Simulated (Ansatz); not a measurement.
NbC$_{2}$:
Space group I4/mmm (No. 139); a = b = 3.1989 Å, c = 5.8889 Å, α = β = γ = 90.00°

```csv
atom,site,symmetry,x,y,z
Nb,2a,4/mmm,0.0000,0.0000,0.0000
C,4e,4mm,0.0000,0.0000,0.3842
```
(The calculation used a cell of 3 atoms; values per cell refer to that cell.)

Relaxed at zero pressure with plane-wave PAW PBE (Ansatz code).

**Question.** The volume is raised by 9 % and shape and atoms relax at that volume. What pressure results, and how do the axes share the change?

**Answer.** -15.1 GPa; a 3.8 %, b 3.8 %, c 1.1 %; the energy rises by 47 meV/atom.

**Question.** Give the new structure.

**Answer.** 
Space group I4/mmm (No. 139); a = b = 3.3208 Å, c = 5.9562 Å, α = β = γ = 90.00°

```
atom  site  symmetry       x       y       z
----  ----  --------  ------  ------  ------
Nb      2a     4/mmm  0.0000  0.0000  0.0000
C       4e       4mm  0.0000  0.0000  0.3859
```

The phase is kept; no other phase was compared at this pressure.

The start of the workflow was typed in or built on a structure type; neither database checked (COD, Materials Project) lists it. Whether it is the stable phase at ambient conditions was not checked. The cell was relaxed with PBE under the symmetry of its start; its stability against distortions is not shown here. The run is not spin-polarised. The volume moved by -28 % from the start of the relaxation. Its formation energy is positive at this level, so the cell may be metastable or incomplete.

Potentials: the later of the program's two PAW sets.
